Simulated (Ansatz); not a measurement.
Zn2SeS:
```
CELL_PARAMETERS angstrom
      3.88561     0.00000     0.00000
      0.00000     3.88561     0.00000
      0.00000     0.00000     5.49308
ATOMIC_POSITIONS crystal
  Zn 0.50000 0.00000 0.76332
  Zn 0.00000 0.50000 0.23668
  Se 0.00000 0.00000 0.50000
  S  0.50000 0.50000 0.00000
```

Cartesian axes are those of the cell as given.

Question: Give the high-frequency dielectric tensor and the Born effective charge tensors of the independent atoms from DFPT, PBEsol (plane waves, PAW; program Ansatz).

Answer: 
ε∞:
```
6.74  0.00  0.00
0.00  6.74  0.00
0.00  0.00  6.73
```
Z* of atom 1 (Zn), rows: field, columns: displacement, in e:
```
2.00  0.00  0.00
0.00  1.97  0.00
0.00  0.00  1.99
```
Z* of atom 3 (Se), rows: field, columns: displacement, in e:
```
-1.81   0.00   0.00
 0.00  -1.81   0.00
 0.00   0.00  -1.94
```
Z* of atom 4 (S), rows: field, columns: displacement, in e:
```
-2.16   0.00   0.00
 0.00  -2.16   0.00
 0.00   0.00  -2.04
```

Space group P-4m2. The workflow started from a Materials Project entry (that database holds measured and hypothetical structures alike); the Crystallography Open Database copy checked does not list it. Its standing as an ambient phase is unchecked. Symmetry was held in the PBEsol relaxation; its stability against distortions is not shown here. Spin–orbit coupling is left out wherever it is not named.

Potentials: the later of the program's two PAW sets.
